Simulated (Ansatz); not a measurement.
Here is an unrelaxed guess for Li2SbMo3.

```
Li Sb Mo
1.0
     2.70754   -4.52801    0.00000
     2.70754    4.52801    0.00000
     0.00000    0.00000    4.23359
Li Sb Mo
2 1 3
Cartesian
  1.3538 2.2640 2.1168
  1.3538 -2.2640 2.1168
  2.7075 0.0000 0.0000
  2.7075 3.0694 0.0000
  2.7075 -3.0694 0.0000
  0.0000 0.0000 2.1168
```

The calculation used Ansatz, DFT PBE, scalar-relativistic, plane waves, PAW. Plane waves to 420 eV, a k mesh through Γ of 4×4×4 on the computed 6-atom cell and Gaussian smearing (0.10 eV); no spin polarisation.

Energies over the elements count from the elements' standard structures at the same level, with no fitted energy shifts.

Question: How far from equilibrium is it?

Answer: The pressure is -3.6 GPa (the mean over three directions, positive in compression), the largest force is 0.39 eV/Å, and the energy is +0.57 eV/atom against the elements. The shortest distance is 2.57 Å.

Question: How much does it gain on relaxing, and where does it end?

Answer: Relaxing gains under 0.1 eV/atom (the start's value is from the coarse mesh, so the gain is rough) in 11 ionic steps and ends at +0.50 eV/atom on the finer mesh. The symmetry stays Cmmm (No. 65). The volume per atom shrinks by 5.6 %, from 17.3 to 16.3 Å³. The shortest distance goes from 2.57 Å (Mo–Mo) to 2.50 Å (Li–Li). Conventional cell: a = 4.992 Å, b = 8.872 Å, c = 4.427 Å. Around Li lie 2 Li at 2.50 Å and 6 Mo at 2.54–2.66 Å; around Sb lie 6 Mo at 2.88–2.99 Å, 4 Mo at 3.34 Å and 8 Li at 3.37 Å; Mo on a site of symmetry m2m has 2 Mo at 2.64 Å, 4 Li at 2.66 Å, 3 Sb at 2.88–2.99 Å and 3 Mo at 2.89–2.93 Å; 1 more site not described.

The last run used a 10×10×10 mesh for its 6-atom cell and Gaussian smearing of 0.10 eV. These runs have no spin–orbit coupling, which can matter for Sb. The relaxation can't lower the symmetry of the start. Symmetry constrained the relaxation, so the result can be a saddle point. Another cell of Li2SbMo3 relaxed alike, in R-3m, lies 123 meV/atom lower, so this cell isn't the stable form at this level.
